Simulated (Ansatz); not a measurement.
Relaxed structure of HCN on the (110) surface of Ta, one molecule per 30.5 Å² (the molecule's atoms stand last):

```xyz
15
Lattice="5.6897 0.0000 0.0000 -1.8966 5.3643 0.0000 0.0000 0.0000 23.0888" Properties=species:S:1:pos:R:3 pbc="T T T"
Ta    0.9483    1.3411    8.0000
Ta    0.0000    4.0232    8.0000
Ta    3.7931    1.3411    8.0000
Ta    2.8448    4.0232    8.0000
Ta    1.9018    2.6789   10.2730
Ta    2.8380   -0.0023   10.2646
Ta   -0.9479    2.6915   10.2644
Ta   -0.0027    0.0038   10.2519
Ta    2.8593    4.0683   12.5963
Ta    3.7153    1.3985   12.5348
Ta   -0.0180    4.0386   12.5965
Ta    0.9122    1.3151   12.5971
C     2.3822    2.3405   14.0616
N     1.2728    3.1252   13.8116
H     2.6373    2.1613   15.1164
```

The calculation used DFT PBE+D3(BJ), scalar-relativistic, plane waves, PAW in Ansatz. Settings: cutoff 420 eV, Γ-centred mesh 4×4×1 on the computed 15-atom cell, Gaussian smearing of 0.10 eV; no spin polarisation. The cell repeats along c with a dipole correction in the vacuum.

The slab and the molecular layer are also computed alone at these places. These parts run without spin polarisation, which overstates interaction and deformation alike where bonds are broken.

(1) How does the adsorption energy per molecule split into interaction and deformation?

(2) How much charge moves across the plane at z = 13.20 Å, midway between slab and molecule?

Answers

(1) E_ads = -4.652 eV: interaction of the rigid parts -7.147 eV, deformation of the slab +0.060 eV, deformation of the molecule with its lateral interactions +2.435 eV.

(2) About 0.19 electrons a cell move up to the molecule; half the integral of |Δρ| is 1.13 e.